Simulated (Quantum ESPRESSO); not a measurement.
# Ti2GaIn2Zn2Hf: input and log of a self-consistent run

Computed values, not a measurement. The program is pw.x of Quantum ESPRESSO 7.5 (plane-wave density functional theory). The cell is made up: eight metal atoms on a hexagonal close-packed lattice, with elements, volume, strain and displacements drawn at random and not relaxed, so it may be unstable or far from any real phase. PseudoDojo standard norm-conserving files set the functional (PBE unless stated); there is no spin polarisation or spin-orbit coupling, the Fermi-Dirac width of 0.25 eV means electrons at about 2900 K, and the masses in the input are unused placeholders. Heavy elements are run without spin-orbit coupling, which real alloys of them have. A spin test at this wide smearing found no moment, but such smearing suppresses magnetism that the real alloy may have.

Input:

```
&control calculation='scf', pseudo_dir='./dojo.nc.sr.pbe.v0_5.standard.upf', outdir='./o', disk_io='minimal', tprnfor=.true., tstress=.true. /
&system ibrav=0, nat=8, ntyp=5, nbnd=70, ecutwfc=84.00895049, nosym=.true., tot_charge=0,
 occupations='smearing', smearing='fd', degauss=0.0183746611
/
&electrons conv_thr=1.470e-08, electron_maxstep=70, mixing_beta=0.5 /
ATOMIC_SPECIES
Ga 1.0 Ga.upf
Hf 1.0 Hf.upf
In 1.0 In.upf
Ti 1.0 Ti.upf
Zn 1.0 Zn.upf
CELL_PARAMETERS angstrom
4.516 -2.5992 -0.0333
-2.9911 -0.0268 -4.7625
2.9704 5.1287 0.0425
ATOMIC_POSITIONS angstrom
Ti 0.0096 0.0946 0.0836
Ga 1.4884 2.6179 -0.0552
In -0.1434 1.6577 -2.3147
Zn 1.4854 4.1298 -2.3781
Ti 2.9533 -0.1333 0.0613
In 4.5218 2.4942 0.1587
Hf 1.3687 -0.9185 -2.2972
Zn 3.0262 1.7231 -2.4789
K_POINTS automatic
5 5 4 1 1 1
```

The log is shortened where brackets say so; the opening notice, blank lines, dates and the lines on written files are dropped, and the path of the files is cut. It prints rydbergs, bohrs and kilobars, and counts compression as positive stress. Its total energy is the free energy E - TS of the whole cell.

```
     Program PWSCF v.7.5
     Parallel version (MPI & OpenMP), running on       4 processor cores
     Number of MPI processes:                 4
     Threads/MPI process:                     1
     [start-up lines left out]
     bravais-lattice index     =            0
     lattice parameter (alat)  =       9.8468  a.u.
     unit-cell volume          =     993.6757 (a.u.)^3
     number of atoms/cell      =            8
     number of atomic types    =            5
     number of electrons       =       115.00
     number of Kohn-Sham states=           70
     kinetic-energy cutoff     =      84.0090  Ry
     charge density cutoff     =     336.0358  Ry
     scf convergence threshold =      1.5E-08
     mixing beta               =       0.5000
     number of iterations used =            8  plain     mixing
     Exchange-correlation= PBE
                           (   1   4   3   4   0   0   0)
     [axes and pseudopotential details left out]
   Cartesian axes
     site n.     atom                  positions (alat units)
         1        Ti     tau(   1) = (   0.0018424   0.0181550   0.0160440  )
         2        Ga     tau(   2) = (   0.2856440   0.5024103  -0.0105936  )
         3        In     tau(   3) = (  -0.0275204   0.3181349  -0.4442221  )
         4        Zn     tau(   4) = (   0.2850683   0.7925642  -0.4563894  )
         5        Ti     tau(   5) = (   0.5667780  -0.0255821   0.0117643  )
         6        In     tau(   6) = (   0.8677943   0.4786706   0.0304567  )
         7        Hf     tau(   7) = (   0.2626720  -0.1762725  -0.4408636  )
         8        Zn     tau(   8) = (   0.5807685   0.3306861  -0.4757343  )
     number of k points=    50  Fermi-Dirac smearing, width (Ry)=  0.0184
                       cart. coord. in units 2pi/alat
        k(    1) = (   0.1409693   0.0469951  -0.1982112), wk =   0.0400000
        k(    2) = (   0.2504733   0.2381485  -0.2680612), wk =   0.0400000
     [further k points left out]
     Dense  grid:   103379 G-vectors     FFT dimensions: (  60,  64,  72)
     Estimated max dynamical RAM per process >     372.89 MB
     Estimated total dynamical RAM >       1.38 GB
     Initial potential from superposition of free atoms
     starting charge     114.9842, renormalised to     115.0000
     Starting wfcs are   77 randomized atomic wfcs
     total cpu time spent up to now is        6.3 secs
     per-process dynamical memory:   291.1 Mb
     Self-consistent Calculation
     iteration #  1     ecut=    84.01 Ry     beta= 0.50
     Davidson diagonalization with overlap
     ethr =  1.00E-02,  avg # of iterations =  3.1
     total cpu time spent up to now is       19.8 secs
     total energy              =   -1604.35598576 Ry
     estimated scf accuracy    <       1.49057666 Ry
     iteration #  2     ecut=    84.01 Ry     beta= 0.50
     Davidson diagonalization with overlap
     ethr =  1.30E-03,  avg # of iterations =  5.4
     total cpu time spent up to now is       35.6 secs
     total energy              =   -1604.63288817 Ry
     estimated scf accuracy    <       6.72625821 Ry
     iteration #  3     ecut=    84.01 Ry     beta= 0.50
     Davidson diagonalization with overlap
     ethr =  1.30E-03,  avg # of iterations =  5.7
     total cpu time spent up to now is       50.7 secs
     total energy              =   -1605.18716644 Ry
     estimated scf accuracy    <       0.14514784 Ry
     iteration #  4     ecut=    84.01 Ry     beta= 0.50
     Davidson diagonalization with overlap
     ethr =  1.26E-04,  avg # of iterations =  4.7
     total cpu time spent up to now is       65.9 secs
     total energy              =   -1605.18570193 Ry
     estimated scf accuracy    <       0.13637754 Ry
     iteration #  5     ecut=    84.01 Ry     beta= 0.50
     Davidson diagonalization with overlap
     ethr =  1.19E-04,  avg # of iterations =  2.1
     total cpu time spent up to now is       78.2 secs
     total energy              =   -1605.19782032 Ry
     estimated scf accuracy    <       0.10645941 Ry
     [iterations 6 to 8 left out]
     iteration #  9     ecut=    84.01 Ry     beta= 0.50
     Davidson diagonalization with overlap
     ethr =  4.95E-08,  avg # of iterations =  3.2
     total cpu time spent up to now is      132.8 secs
     total energy              =   -1605.20675211 Ry
     estimated scf accuracy    <       0.00005207 Ry
     iteration # 10     ecut=    84.01 Ry     beta= 0.50
     Davidson diagonalization with overlap
     ethr =  4.53E-08,  avg # of iterations =  2.0
     total cpu time spent up to now is      144.7 secs
     total energy              =   -1605.20675728 Ry
     estimated scf accuracy    <       0.00000086 Ry
     iteration # 11     ecut=    84.01 Ry     beta= 0.50
     Davidson diagonalization with overlap
     ethr =  7.48E-10,  avg # of iterations =  5.5
     total cpu time spent up to now is      161.5 secs
     total energy              =   -1605.20675761 Ry
     estimated scf accuracy    <       0.00000019 Ry
     iteration # 12     ecut=    84.01 Ry     beta= 0.50
     Davidson diagonalization with overlap
     ethr =  1.69E-10,  avg # of iterations =  2.0
     total cpu time spent up to now is      174.1 secs
     total energy              =   -1605.20675763 Ry
     estimated scf accuracy    <       0.00000005 Ry
     iteration # 13     ecut=    84.01 Ry     beta= 0.50
     Davidson diagonalization with overlap
     ethr =  4.22E-11,  avg # of iterations =  3.3
     total cpu time spent up to now is      187.2 secs
     End of self-consistent calculation
     [lines on levels left out]
!    total energy              =   -1605.20675764 Ry
     estimated scf accuracy    <          9.0E-09 Ry
     smearing contrib. (-TS)   =      -0.09741283 Ry
     internal energy E=F+TS    =   -1605.10934481 Ry
     The total energy is F=E-TS. E is the sum of the following terms:
     one-electron contribution =    -840.54756135 Ry
     hartree contribution      =     482.05864629 Ry
     xc contribution           =    -275.52285176 Ry
     ewald contribution        =    -971.09757799 Ry
     convergence has been achieved in  13 iterations
     Forces acting on atoms (cartesian axes, Ry/au):
     atom    1 type  4   force =     0.00453111   -0.00132697   -0.00035392
     atom    2 type  1   force =    -0.00497152   -0.02049085    0.00314836
     atom    3 type  3   force =    -0.00586353    0.00327938   -0.00121968
     atom    4 type  5   force =    -0.01096707    0.02344466    0.01388351
     atom    5 type  4   force =    -0.01418855    0.02870161   -0.00616558
     atom    6 type  3   force =    -0.01233373   -0.00308939   -0.02257967
     atom    7 type  2   force =     0.02944310   -0.00147423   -0.01720496
     atom    8 type  5   force =     0.01435019   -0.02904421    0.03049193
     Total force =     0.079153     Total SCF correction =     0.000577
     Computing stress (Cartesian axis) and pressure
          total   stress  (Ry/bohr**3)                   (kbar)     P=       33.46
   0.00019218  -0.00005037   0.00007599           28.27       -7.41       11.18
  -0.00005037   0.00015657   0.00001805           -7.41       23.03        2.65
   0.00007599   0.00001805   0.00033372           11.18        2.65       49.09
     init_run     :      5.77s CPU      5.99s WALL (       1 calls)
     electrons    :    177.37s CPU    180.96s WALL (       1 calls)
     forces       :      1.88s CPU      1.90s WALL (       1 calls)
     stress       :      6.72s CPU      6.72s WALL (       1 calls)
     [timing details left out]
     PWSCF        :   3m12.03s CPU   3m15.93s WALL
     JOB DONE.
```

In other units: free energy -21839.951 eV for the cell, pressure 3.35 GPa, largest force component 0.784 eV/Å in size. The run took 198 s of wall time with four MPI processes on a shared machine (Intel Xeon, 2023 or later, virtual cores), so the time is rough. A rerun of this cell at a higher cutoff and on a denser mesh moved values by no more than 0.002 eV in energy, 0.07 GPa in stress and 0.012 eV/Å in force, and a second program with other atomic files agreed on that cell to 2 % rms in force and 0.5 GPa in pressure.